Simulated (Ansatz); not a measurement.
GaN:
```cif
data_Ga2N2
_chemical_formula_sum 'Ga2 N2'
_space_group_name_H-M_alt 'P 1'
_space_group_IT_number 1
_cell_length_a 3.15165
_cell_length_b 3.15165
_cell_length_c 5.13818
_cell_angle_alpha 90.000
_cell_angle_beta 90.000
_cell_angle_gamma 120.000
loop_
_space_group_symop_operation_xyz
  'x, y, z'
loop_
_atom_site_label
_atom_site_type_symbol
_atom_site_fract_x
_atom_site_fract_y
_atom_site_fract_z
_atom_site_occupancy
Ga1 Ga 0.66667 0.33333 0.49930 1
Ga2 Ga 0.33333 0.66667 0.99930 1
N1 N 0.66667 0.33333 0.87570 1
N2 N 0.33333 0.66667 0.37570 1
```

Relaxed with LDA.

**Question.** Which orbitals make up the states near the band edges in the program Ansatz at the LDA level (PAW)?

**Answer.** Top 1 eV of the valence band: N 2p 89 %, Ga 4p 7 %. Bottom 1 eV of the conduction band: N 2s 41 %, Ga 4s 33 %, N 2p 15 %, Ga 4p 9 %. Projections are on Löwdin-orthogonalised atomic valence shells; empty p or d shells of many metals are not among them.

**Question.** Tabulate the density of states.

**Answer.** States/eV per cell of 4 atoms, in 0.25 eV bins, energy from the valence-band maximum.

| E (eV) | total | N 2p | Ga 4p | Ga 4s |
|---|---|---|---|---|
| -7.85 | 0.00 | 0.00 | 0.00 | 0.00 |
| -7.60 | 0.00 | 0.00 | 0.00 | 0.00 |
| -7.35 | 0.01 | 0.01 | 0.00 | 0.00 |
| -7.10 | 0.10 | 0.05 | 0.02 | 0.02 |
| -6.85 | 0.76 | 0.41 | 0.12 | 0.21 |
| -6.60 | 1.56 | 0.84 | 0.20 | 0.45 |
| -6.35 | 2.41 | 1.33 | 0.25 | 0.73 |
| -6.10 | 2.39 | 1.32 | 0.23 | 0.71 |
| -5.85 | 1.36 | 0.75 | 0.14 | 0.35 |
| -5.60 | 1.33 | 0.73 | 0.14 | 0.31 |
| -5.35 | 1.29 | 0.71 | 0.15 | 0.27 |
| -5.10 | 1.04 | 0.58 | 0.17 | 0.16 |
| -4.85 | 0.90 | 0.51 | 0.17 | 0.11 |
| -4.60 | 0.85 | 0.50 | 0.16 | 0.10 |
| -4.35 | 1.59 | 0.98 | 0.33 | 0.16 |
| -4.10 | 1.25 | 0.78 | 0.25 | 0.11 |
| -3.85 | 1.39 | 0.89 | 0.28 | 0.11 |
| -3.60 | 1.54 | 1.02 | 0.32 | 0.10 |
| -3.35 | 1.68 | 1.15 | 0.35 | 0.10 |
| -3.10 | 1.80 | 1.26 | 0.36 | 0.09 |
| -2.85 | 1.97 | 1.42 | 0.38 | 0.08 |
| -2.60 | 2.18 | 1.61 | 0.41 | 0.07 |
| -2.35 | 2.46 | 1.86 | 0.43 | 0.07 |
| -2.10 | 2.53 | 1.96 | 0.42 | 0.06 |
| -1.85 | 3.07 | 2.45 | 0.47 | 0.06 |
| -1.60 | 3.66 | 3.01 | 0.50 | 0.04 |
| -1.35 | 2.86 | 2.40 | 0.35 | 0.03 |
| -1.10 | 2.22 | 1.90 | 0.23 | 0.02 |
| -0.85 | 1.58 | 1.38 | 0.13 | 0.01 |
| -0.60 | 1.15 | 1.03 | 0.07 | 0.01 |
| -0.35 | 0.77 | 0.71 | 0.03 | 0.00 |
| -0.10 | 0.30 | 0.28 | 0.01 | 0.00 |
| 0.15 | 0.00 | 0.00 | 0.00 | 0.00 |
| 0.40 | 0.00 | 0.00 | 0.00 | 0.00 |
| 0.65 | 0.00 | 0.00 | 0.00 | 0.00 |
| 0.90 | 0.00 | 0.00 | 0.00 | 0.00 |
| 1.15 | 0.00 | 0.00 | 0.00 | 0.00 |
| 1.40 | 0.00 | 0.00 | 0.00 | 0.00 |
| 1.65 | 0.00 | 0.00 | 0.00 | 0.00 |
| 1.90 | 0.00 | 0.00 | 0.00 | 0.00 |
| 2.15 | 0.00 | 0.00 | 0.00 | 0.00 |
| 2.40 | 0.01 | 0.00 | 0.00 | 0.00 |
| 2.65 | 0.03 | 0.00 | 0.00 | 0.01 |
| 2.90 | 0.05 | 0.01 | 0.00 | 0.01 |
| 3.15 | 0.07 | 0.01 | 0.01 | 0.02 |
| 3.40 | 0.10 | 0.02 | 0.01 | 0.02 |
| 3.65 | 0.13 | 0.03 | 0.02 | 0.03 |
| 3.90 | 0.18 | 0.04 | 0.04 | 0.04 |
| 4.15 | 0.31 | 0.06 | 0.08 | 0.06 |
| 4.40 | 0.84 | 0.10 | 0.32 | 0.13 |
| 4.65 | 1.41 | 0.17 | 0.54 | 0.23 |
| 4.90 | 1.58 | 0.21 | 0.62 | 0.25 |
| 5.15 | 1.82 | 0.25 | 0.76 | 0.27 |
| 5.40 | 2.11 | 0.32 | 0.92 | 0.29 |
| 5.65 | 1.98 | 0.32 | 0.84 | 0.29 |
| 5.90 | 1.66 | 0.27 | 0.64 | 0.32 |
| 6.15 | 1.51 | 0.27 | 0.55 | 0.33 |
| 6.40 | 1.32 | 0.28 | 0.48 | 0.26 |
| 6.65 | 0.90 | 0.21 | 0.27 | 0.23 |
| 6.90 | 0.86 | 0.22 | 0.25 | 0.23 |

Space group P6_3mc (wurtzite). The LDA relaxation kept the symmetry of its start; phonons on a q-mesh show no instability. Spin–orbit coupling is left out wherever it is not named.

Potentials: the earlier of the program's two PAW sets.
